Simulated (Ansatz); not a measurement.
Input file for Ansatz (a quantum-chemistry and plane-wave program):

Ansatz 0.2 input:
```yaml
crystal:
  lattice:
    - [6.1898666016, 0.0, 0.0]
    - [1.5825103986, -6.9993689233, 0.0]
    - [3.1626123286, -3.1637277914, -5.8559938332]
  atoms:
    - { symbol: Tl, position: [0.4711637008, 0.6525540961, 0.4636664322] }
    - { symbol: Tl, position: [0.9711471724, 0.3474514882, 0.1162420325] }
    - { symbol: B, position: [0.5771874242, 0.9563317327, 0.7709836805] }
    - { symbol: B, position: [0.0771537716, 0.043687953, 0.7273549964] }
    - { symbol: Se, position: [0.8938014837, 0.3278336737, 0.6934316017] }
    - { symbol: Se, position: [0.3940410785, 0.6721521789, 0.0210576591] }
    - { symbol: Se, position: [0.0275692244, 0.8659644092, 0.071976885] }
    - { symbol: Se, position: [0.5274642363, 0.1339724952, 0.9380272991] }
    - { symbol: Se, position: [0.4315990291, 0.1057760615, 0.5248113543] }
    - { symbol: Se, position: [0.9316728791, 0.8942859116, 0.6305180594] }
kpoints:
  mp_grid: { grid: [5, 5, 5] }
hamiltonian:
  xc: r2scan
  dispersion: d4
  pseudopotentials: { kind: paw }
scf:
  occupations: { method: fixed }
checkpoint: { read: static.run }
output: { write_density: true, elf: true, volumetric_format: npy }
basis: { fft_grid_basis: typed }
```

Output (shortened):

```
Pseudopotentials: kind: paw
Pseudopotential: Tl, paw, valence charge 13
Pseudopotential: B, paw, valence charge 3
Pseudopotential: Se, paw, valence charge 16
Functional definition: r2SCAN
Crystal: 10 atoms, lattice volume = 253.712 Å³
Basis set: ecut = 500 eV, 6441 PW (Γ), exchange–correlation on 192×216×216 points (64 copies of the dense FFT grid, shifted against one another)
Bands: 77, of which v1, the nominal top of the filled ones, is band 64 counted from 1 (63 counted from 0)
Symmetry: 1 space group operations
Space group: P1 (ITA 1), of the structure as read, at distance tolerance 6.3e-5 Å
k-points: 63 of 125 (time reversal used)
PAW frozen core: Tl, regenerated for the run's functional
PAW frozen core: B, regenerated for the run's functional
PAW frozen core: Se, regenerated for the run's functional
Initial density: read from a saved state, or passed on in memory by an earlier SCF of this step, an earlier step, the calling program or the single point that …
Stability of the state it starts from, as read at its close in the unpolarized treatment …
Initial wavefunctions: pseudopotential atomic-orbital guess
Eigensolver: davidson
Functional: x = r2scan, c = r2scan; τ floored in thin density (d = 2e-4 eV/Å³)
iter 1 solved again at ethr=5.07e-8 eV; its pass at ethr=3.10e-3 eV (dr2=6.49e-5 eV) is discarded
SCF iter   1: F=—  HF=-56103.281378 eV  |F-HF|=—  |Δ(HF+E_count)|=         —  Δρ=1.08e-6  dr2=4.75e-9  dr2_τ=1.97e-10  ethr=5.07e-8  ⟨swp⟩=3.0  Hψ=26666  notcnv=0  defer=693
all-band conjugate gradients solve this SCF's bands
preconditioner: auto → Resta (q_TF=auto, 2.434 Å⁻¹)
SCF iter   2: F=-56103.281378 eV  HF=-56103.281378 eV  |F-HF|=2.52e-9  |Δ(HF+E_count)|=   2.96e-8  Δρ=8.02e-7  dr2=3.15e-9  dr2_τ=3.71e-10  ethr=3.71e-12  ⟨swp⟩=11.5  Hψ=22731  notcnv=0
WARN: dispersion: an atom stands within reach of a switch of its C6 between two reference coordination numbers of its element …
SCF 1 converged in 2 iterations: F = -56103.281378 eV  dr2 = 3.15e-9
SCF converged after 2 iterations
Free energy (F): -56103.281378 eV
Harris-Foulkes:  -56103.281378 eV  (|F-HF|=2.52e-9)
Internal energy: -56103.281378 eV  (E = F + TS)
E sigma→0 (E₀):  -56103.281378 eV
Fermi energy:    6.748457 eV
--- Per-component energies (eV) ---
  E_band       = -2564.290025
  E_kinetic    = 1467.324852
  E_local      = -18421.289017  (includes V_loc(G=0)·N_el)
  E_nonlocal   = -2910.101858
  E_hartree    = 8793.993024
  E_xc         = -1088.393368
  E_vxc        = -1028.612713  (∫ρ·V_xc dr)
  E_paw        = -32090.750009  (= ΣΔE_a)
  E_vpaw       = 680.652464  (= ΣTr[D̂ρ^β])
  E_aug_tail   = -0.001230  (compensation charges beyond the density's cutoff)
  E_vtau       = 59.750677  (kinetic-family band-sum trace: ∫τ·v_τ [+ j·A + Jᵃ·Aᵃ] dr)
  E_ewald      = -11844.234535
  E_disp       = -1.283254  (pairwise vdW)
  E_core_change = -8.545984  (= ΣΔE_core)
  E_smearing   =  0.000000  (= −TS)
  E_closure    = 0.000000  (closes the sum)
  Σ components = -56103.281378   (vs F -56103.281378, Δ=0.00e0)
  [band-id]    e_kinetic+e_local+e_nonlocal+2·e_hartree+e_vxc+e_vpaw+e_augmentation_tail+e_vtau = -2564.290777   (vs E_band -2564.290025, Δ=-7.52e-4)
--- Band table (eV; the first three rows and the last of 63) ---
  k-point 0: bands = ["-42.0950", "-42.0947", "-42.0414", "-42.0410", "-42.0072", "-42.0068", "-41.9949", "-41.9943", "-41.9375", "-41.9371", "-41.8941", "-41.8938", "-41.8051", "-41.8047", "-41.7972", "-41.7967", "-41.7541", "-41.7539", "-41.7458", "-41.7456", "-41.3005", "-41.3000", "-41.2936", "-41.2921", "-41.2123", "-41.2116", "-41.1558", "-41.1556", "-41.1472", "-41.1471", "-9.2810", "-7.9800", "-7.0981", "-6.2497", "-6.1750", "-5.3456", "-4.7136", "-4.7094", "-4.6875", "-4.6839", "-4.6821", "-4.6633", "-4.6528", "-4.6318", "-4.6234", "-4.5825", "-0.9968", "-0.7061", "1.1262", "1.1976", "1.4153", "1.5737", "2.1412", "3.1517", "3.3781", "3.6773", "3.7474", "4.2270", "4.6715", "5.1002", "5.2961", "5.4602", "6.0834", "6.7485", "8.6190", "8.6510", "9.1725", "10.2463", "10.4067", "10.7475", "10.8789", "11.0890", "11.7982", "11.8677", "12.3246", "12.6287", "12.7153"]
  k-point 1: bands = ["-42.0950", "-42.0947", "-42.0414", "-42.0410", "-42.0072", "-42.0068", "-41.9949", "-41.9943", "-41.9375", "-41.9371", "-41.8941", "-41.8938", "-41.8051", "-41.8047", "-41.7972", "-41.7967", "-41.7541", "-41.7539", "-41.7458", "-41.7456", "-41.3005", "-41.3000", "-41.2936", "-41.2921", "-41.2123", "-41.2116", "-41.1558", "-41.1556", "-41.1472", "-41.1471", "-9.2570", "-7.9972", "-7.1291", "-6.2633", "-6.1552", "-5.3400", "-4.7180", "-4.7153", "-4.6922", "-4.6810", "-4.6777", "-4.6708", "-4.6541", "-4.6359", "-4.6300", "-4.5927", "-0.9602", "-0.5527", "0.9209", "1.1185", "1.3264", "1.9275", "2.3005", "2.9920", "3.5239", "3.7168", "3.8079", "4.1498", "4.5216", "4.9526", "5.2312", "5.5014", "6.0799", "6.5619", "8.5500", "8.6289", "9.4620", "10.0379", "10.3481", "10.6827", "10.9198", "11.2375", "11.4152", "11.8141", "12.1562", "12.6056", "12.8160"]
  k-point 2: bands = ["-42.0950", "-42.0947", "-42.0414", "-42.0410", "-42.0072", "-42.0068", "-41.9949", "-41.9943", "-41.9375", "-41.9371", "-41.8941", "-41.8938", "-41.8051", "-41.8047", "-41.7972", "-41.7967", "-41.7541", "-41.7539", "-41.7458", "-41.7456", "-41.3005", "-41.3000", "-41.2936", "-41.2921", "-41.2123", "-41.2116", "-41.1558", "-41.1556", "-41.1472", "-41.1471", "-9.2160", "-8.0266", "-7.1807", "-6.2794", "-6.1279", "-5.3296", "-4.7250", "-4.7227", "-4.7029", "-4.6829", "-4.6767", "-4.6719", "-4.6578", "-4.6466", "-4.6344", "-4.6081", "-0.8908", "-0.2862", "0.7449", "0.9480", "1.4409", "2.1407", "2.4772", "2.7937", "3.6072", "3.7255", "3.8721", "4.1378", "4.4037", "4.8679", "5.1010", "5.6229", "6.0383", "6.2557", "8.4447", "8.6408", "9.2453", "9.7685", "10.2162", "10.5516", "10.8997", "11.3284", "11.5403", "11.8640", "12.2267", "12.7096", "12.9020"]
  k-point 62: bands = ["-42.0950", "-42.0947", "-42.0414", "-42.0410", "-42.0071", "-42.0069", "-41.9947", "-41.9945", "-41.9375", "-41.9371", "-41.8940", "-41.8939", "-41.8051", "-41.8047", "-41.7971", "-41.7967", "-41.7540", "-41.7539", "-41.7458", "-41.7456", "-41.3003", "-41.3001", "-41.2931", "-41.2926", "-41.2121", "-41.2118", "-41.1558", "-41.1556", "-41.1472", "-41.1471", "-8.8530", "-8.5130", "-7.0125", "-6.8468", "-5.5527", "-5.4630", "-4.7150", "-4.7104", "-4.7018", "-4.6861", "-4.6698", "-4.6642", "-4.6456", "-4.6403", "-4.6321", "-4.6208", "-0.5511", "-0.2649", "0.9280", "1.3883", "1.4955", "1.9297", "2.1044", "2.2108", "2.7901", "3.2852", "4.2686", "4.4035", "4.5907", "4.9726", "5.4853", "5.7090", "6.1337", "6.1958", "8.3998", "8.7211", "9.5690", "10.1121", "10.2810", "10.5895", "11.0189", "11.2171", "11.6051", "11.7054", "12.0456", "12.3061", "13.2189"]
  band table: 77 of 77 bands, residual norms ≤ 1.0e-3 eV
```

Cost: around 4 core-minutes (rough) on shared cores.

Space group Cc. The first step of the workflow began from a Materials Project structure, measured or hypothetical; the Crystallography Open Database files this formula in space group No. 9, but the cells were not matched. Its standing as an ambient phase is unchecked. The r²SCAN+D4 relaxation kept the symmetry of its start; whether a distortion lowers the energy is not shown. Point labels and valley counts follow the cell and symmetry of the run, lower than the named group. Scalar-relativistic: spin–orbit coupling is off unless named, which matters more the heavier the elements.

Potentials: the later of the program's two PAW sets.

Ansatz is a plane-wave DFT program.
